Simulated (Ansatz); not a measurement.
NiGe:
```xyz
2
Lattice="2.9292 0.0000 0.0000 0.0000 2.9292 0.0000 0.0000 0.0000 2.9292" Properties=species:S:1:pos:R:3 pbc="T T T"
Ni     0.0000     0.0000     0.0000
Ge     1.4646     1.4646     1.4646
```

Relaxed with PBEsol. Special points in fractions of this cell's reciprocal vectors: Γ (0.000, 0.000, 0.000); X (0.000, 0.500, 0.000); M (0.500, 0.500, 0.000); R (0.500, 0.500, 0.500).

Problem. List the band energies nearest the Fermi level at these points for PBEsol with spin–orbit coupling in the plane-wave PAW code Ansatz.

Solution. In eV from the Fermi level; about four levels below and three above (degenerate sets whole), none deeper than 8.9 eV; points with the same levels are listed once.

```
k                                below                          above
-  -----------------------------------  -----------------------------
Γ  -1.83 -1.83 -1.83 -1.83 -1.69 -1.69  2.29 2.29 2.63 2.63 2.63 2.63
X              -1.74 -1.74 -1.06 -1.06            6.81 6.81 7.09 7.09
M              -1.27 -1.27 -0.15 -0.15            1.23 1.23 7.45 7.45
R              -1.24 -1.24 -1.24 -1.24  1.98 1.98 2.11 2.11 2.11 2.11
```

Space group Pm-3m (CsCl type). The cell is a constructed one: a structure type filled with these elements; neither database checked (COD, Materials Project) lists it. COD files the formula under space group No. 62. Its standing as an ambient phase is unchecked. The cell was relaxed with PBEsol under the symmetry of its start; whether a distortion lowers the energy is not shown. The workflow began spin-polarised and lost its moments.

Potentials: the earlier of the program's two PAW sets. The files were generated under PBE; for other functionals the program regenerates the frozen cores, and for LDA and PBEsol the local potential too.
